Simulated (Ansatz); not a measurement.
Ansatz (a quantum-chemistry and plane-wave program) input:

Ansatz 0.2 input:
```yaml
crystal:
  lattice:
    - [-2.8612815706, 2.8612815706, 4.1608995977]
    - [2.8612815706, -2.8612815706, 4.1608995977]
    - [2.8612815706, 2.8612815706, -4.1608995977]
  atoms:
    - { symbol: Sr, position: [0.25, 0.75, 0.5] }
    - { symbol: Sr, position: [0.75, 0.25, 0.5] }
    - { symbol: Ca, position: [0.5, 0.5, 0.0] }
    - { symbol: W, position: [0.0, 0.0, 0.0] }
    - { symbol: O, position: [0.8386262063, 0.7056879191, 0.5443141254] }
    - { symbol: O, position: [0.1613737937, 0.2943120809, 0.4556858746] }
    - { symbol: O, position: [0.7056879191, 0.1613737937, 0.8670617128] }
    - { symbol: O, position: [0.2943120809, 0.8386262063, 0.1329382872] }
    - { symbol: O, position: [0.2314742784, 0.2314742784, 0.0] }
    - { symbol: O, position: [0.7685257216, 0.7685257216, 0.0] }
kpoints:
  mp_grid: { grid: [6, 6, 6] }
basis: { xc_grid: 2 }
hamiltonian:
  xc: pbesol
  pseudopotentials: { kind: paw }
scf:
  occupations: { method: fixed }
output:
  optics: { e_range: [0.0, 15.0], de: 0.05, sigma: 0.1, bands: { spectra_wanted_up_to: 12 eV } }
```

Output (shortened):

```
output.optics: the spectra are integrated over the Brillouin zone by k·p interpolation around the k-points, where levels, occupations, output.optics.sigma and …
Pseudopotential: Sr, paw, valence charge 10
Pseudopotential: Ca, paw, valence charge 10
Pseudopotential: W, paw, valence charge 14
Pseudopotential: O, paw, valence charge 6
Functional definition: PBEsol
Crystal: 10 atoms, lattice volume = 136.260 Å³
Basis set: ecut = 420 eV, 2693 PW (Γ), exchange–correlation on 80×80×80 points (8 copies of the dense FFT grid, shifted against one another)
Bands: 50, of which v1, the nominal top of the filled ones, is band 40 counted from 1 (39 counted from 0)
Symmetry: 8 space group operations
Space group: I4/m (ITA 87), of the structure as read, at distance tolerance 5.1e-5 Å
k-points: 36 of 216
SCF iter   1: F=—  HF=-22413.209103 eV  |F-HF|=—  |Δ(HF+E_count)|=         —  Δρ=1.56e-2  dr2=2.90e-1  ethr=1.77e-3  ⟨swp⟩=5.1  Hψ=7419  notcnv=0  defer=257
preconditioner: auto → Resta (q_TF=auto, 2.497 Å⁻¹)
SCF iter   2: F=—  HF=-22413.147217 eV  |F-HF|=—  |Δ(HF+E_count)|=   6.19e-2  Δρ=4.71e-3  dr2=3.27e-2  ethr=3.63e-4  ⟨swp⟩=2.7  Hψ=3026  notcnv=0  defer=280
SCF iter   3: F=—  HF=-22413.140861 eV  |F-HF|=—  |Δ(HF+E_count)|=   6.36e-3  Δρ=1.28e-3  dr2=2.57e-3  ethr=4.08e-5  ⟨swp⟩=2.5  Hψ=2606  notcnv=0  defer=285
SCF iter   4: F=—  HF=-22413.140575 eV  |F-HF|=—  |Δ(HF+E_count)|=   2.86e-4  Δρ=3.47e-4  dr2=1.15e-4  ethr=3.21e-6  ⟨swp⟩=2.2  Hψ=2396  notcnv=0  defer=285
SCF iter   5: F=—  HF=-22413.140619 eV  |F-HF|=—  |Δ(HF+E_count)|=   4.43e-5  Δρ=9.94e-5  dr2=2.47e-5  ethr=1.44e-7  ⟨swp⟩=2.2  Hψ=2602  notcnv=0  defer=269
SCF iter   6: F=—  HF=-22413.140625 eV  |F-HF|=—  |Δ(HF+E_count)|=   5.92e-6  Δρ=3.75e-5  dr2=1.61e-6  ethr=3.09e-8  ⟨swp⟩=2.0  Hψ=2344  notcnv=0  defer=234
SCF iter   7: F=—  HF=-22413.140622 eV  |F-HF|=—  |Δ(HF+E_count)|=   2.89e-6  Δρ=3.63e-5  dr2=1.63e-6  ethr=2.01e-9  ⟨swp⟩=2.0  Hψ=2870  notcnv=0  defer=198
SCF iter   8: F=—  HF=-22413.140622 eV  |F-HF|=—  |Δ(HF+E_count)|=   2.66e-7  Δρ=3.98e-6  dr2=2.25e-8  ethr=2.01e-9  ⟨swp⟩=2.0  Hψ=2550  notcnv=0  defer=196
SCF iter  13: F=-22413.140622 eV  HF=-22413.140622 eV  |F-HF|=0.00e0  |Δ(HF+E_count)|=  3.64e-12  Δρ=1.24e-8  dr2=1.63e-13  ethr=1.00e-12  ⟨swp⟩=3.0  Hψ=3547  notcnv=0
SCF 1 converged in 13 iterations: F = -22413.140622 eV  dr2 = 1.63e-13
NSCF: frozen V_eff on 36 k-points
Optics k sum: 0 of 36 k-points
Optics k sum: 2 of 36 k-points
Optics k sum: 4 of 36 k-points
Optics k sum: 6 of 36 k-points
Optics k sum: 8 of 36 k-points
Optics k sum: 9 of 36 k-points
Optics k sum: 11 of 36 k-points
Optics k sum: 13 of 36 k-points
Optics k sum: 15 of 36 k-points
Optics k sum: 17 of 36 k-points
Optics k sum: 18 of 36 k-points
Optics k sum: 20 of 36 k-points
Optics k sum: 22 of 36 k-points
Optics k sum: 24 of 36 k-points
Optics k sum: 26 of 36 k-points
Optics k sum: 27 of 36 k-points
Optics k sum: 29 of 36 k-points
Optics k sum: 31 of 36 k-points
Optics k sum: 33 of 36 k-points
Optics k sum: 35 of 36 k-points
Optics k sum: 36 of 36 k-points
Optics k sum: 0 of 36 k-points
Optics k sum: 2 of 36 k-points
Optics k sum: 4 of 36 k-points
Optics k sum: 6 of 36 k-points
Optics k sum: 8 of 36 k-points
Optics k sum: 9 of 36 k-points
Optics k sum: 11 of 36 k-points
Optics k sum: 13 of 36 k-points
Optics k sum: 15 of 36 k-points
Optics k sum: 17 of 36 k-points
Optics k sum: 18 of 36 k-points
Optics k sum: 20 of 36 k-points
Optics k sum: 22 of 36 k-points
Optics k sum: 24 of 36 k-points
Optics k sum: 26 of 36 k-points
Optics k sum: 27 of 36 k-points
Optics k sum: 29 of 36 k-points
Optics k sum: 31 of 36 k-points
Optics k sum: 33 of 36 k-points
Optics k sum: 35 of 36 k-points
Optics k sum: 36 of 36 k-points
NSCF: frozen V_eff on 1 k-points
NSCF: frozen V_eff on 1 k-points
NSCF: frozen V_eff on 1 k-points
output.optics: what the bands over the 78 summed would add to eps1, eps2 and the energy-loss function is held between a lower and an upper bound (10 Lanczos …
SCF converged after 13 iterations
Free energy (F): -22413.140622 eV
Harris-Foulkes:  -22413.140622 eV  (|F-HF|=0.00e0)
Internal energy: -22413.140622 eV  (E = F + TS)
E sigma→0 (E₀):  -22413.140622 eV
Fermi energy:    8.566597 eV
--- Per-component energies (eV) ---
  E_band       = -441.641354
  E_kinetic    = 2271.706017
  E_local      = -4919.534654  (includes V_loc(G=0)·N_el)
  E_nonlocal   = 760.071796
  E_hartree    = 1615.905542
  E_xc         = -1185.809893
  E_vxc        = -1298.599095  (∫ρ·V_xc dr)
  E_paw        = -15474.184412  (= ΣΔE_a)
  E_vpaw       = -487.111029  (= ΣTr[D̂ρ^β])
  E_aug_tail   = 0.014513  (compensation charges beyond the density's cutoff)
  E_ewald      = -5482.130540
  E_core_change = 0.821009  (= ΣΔE_core)
  E_smearing   =  0.000000  (= −TS)
  E_closure    = 0.000000  (closes the sum)
  Σ components = -22413.140622   (vs F -22413.140622, Δ=0.00e0)
  [band-id]    e_kinetic+e_local+e_nonlocal+2·e_hartree+e_vxc+e_vpaw+e_augmentation_tail = -441.641368   (vs E_band -441.641354, Δ=-1.40e-5)
--- Band table (eV; the first three rows and the last of 36) ---
  k-point 0: bands = ["-65.3983", "-29.6975", "-29.6600", "-29.6600", "-28.0208", "-23.8996", "-23.8631", "-9.7041", "-9.6124", "-9.6124", "-8.3918", "-8.1248", "-7.7387", "-6.7923", "-6.7923", "-6.6607", "-6.1677", "-6.1677", "-5.8703", "-5.6624", "-5.6624", …
  k-point 1: bands = ["-65.3983", "-29.6975", "-29.6601", "-29.6600", "-28.0206", "-23.8963", "-23.8660", "-9.7141", "-9.6909", "-9.6272", "-8.3883", "-7.9532", "-7.6497", "-7.0227", "-6.8315", "-6.8005", "-6.1065", "-5.9983", "-5.8544", "-5.7294", "-5.6578", …
  k-point 2: bands = ["-65.3983", "-29.6975", "-29.6604", "-29.6601", "-28.0203", "-23.8895", "-23.8717", "-9.7341", "-9.7112", "-9.6493", "-8.5071", "-7.7485", "-7.5856", "-7.3544", "-6.9661", "-6.7870", "-5.9803", "-5.8878", "-5.7892", "-5.7076", "-5.6057", …
  k-point 35: bands = ["-65.3983", "-29.6979", "-29.6601", "-29.6601", "-28.0203", "-23.8863", "-23.8750", "-9.7097", "-9.6425", "-9.6425", "-8.7483", "-7.9160", "-7.6808", "-6.9943", "-6.9943", "-6.6461", "-5.9554", "-5.9554", "-5.8398", "-5.5423", …
```

Cost: around 4 core-minutes (rough) on shared cores.

The workflow started from a Materials Project entry (that database holds measured and hypothetical structures alike); the Crystallography Open Database copy checked does not list it. COD files the formula under space group No. 14, so this cell is another polymorph or a model. Its standing as an ambient phase is unchecked. The cell was relaxed with PBEsol under the symmetry of its start; whether a distortion lowers the energy is not shown. The run is not spin-polarised. No Hubbard U is applied. Scalar-relativistic: spin–orbit coupling is off unless named, which matters more the heavier the elements.

Potentials: the later of the program's two PAW sets.

Ansatz is a plane-wave DFT program.
